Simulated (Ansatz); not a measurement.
LiF:
```
LiF
1.0
    0.00000     2.14431     2.14431
    2.14431     0.00000     2.14431
    2.14431     2.14431     0.00000
Li F
1 1
Direct
  0.00000   0.00000   0.00000
  0.25000   0.25000   0.25000
```

Relaxed with r²SCAN.

Task: Map the valence electron density (e/Å³), cut off at 2 on the plane through (0.000, 0.000, 0.000) spanned by u = [1, 0, 0] and v = [-1, 1, 1] in lattice vectors, from the program Ansatz at the r²SCAN level (PAW).

Result: x is the fraction of u, y of v (the angle between them is 90°; rows are the nearest grid lines); atoms in the plane: Li at (0.00, 0.00), F at (0.50, 0.25).
```
|99920000000002999|
|99910000000001999|
|98200000000000289|
|10000000000000001|
|00000000000000000|
|00000000000000000|
|00000000000000000|
|00000000000000000|
|00000000000000000|
|00000000000000000|
|00000000000000000|
|00000001110000000|
|00000123432100000|
|00001369996310000|
|00012699999621000|
|00013999999931000|
|00014999999941000|
|00013999999931000|
|10012599999521001|
|98201246764210289|
|99910112221101999|
|99920000000002999|
```
Scale: ten equal steps from 0.013 (start of '0') to 2.00 (end of '9'), in the order '0123456789'; x runs from 0.000 to 1.00, y from 0.000 (bottom) to 1.00 (top).

The density is the valence pseudo-density with augmentation charge, so density and ELF within about 1 Å of a nucleus are not all-electron values.

Space group F-43m (zinc blende). The start of the workflow was typed in or built on a structure type; neither database checked (COD, Materials Project) lists it. It is not the phase usual at ambient conditions (space group No. 225). The cell was relaxed with r²SCAN under the symmetry of its start; its stability against distortions is not shown here.

Potentials: the earlier of the program's two PAW sets.
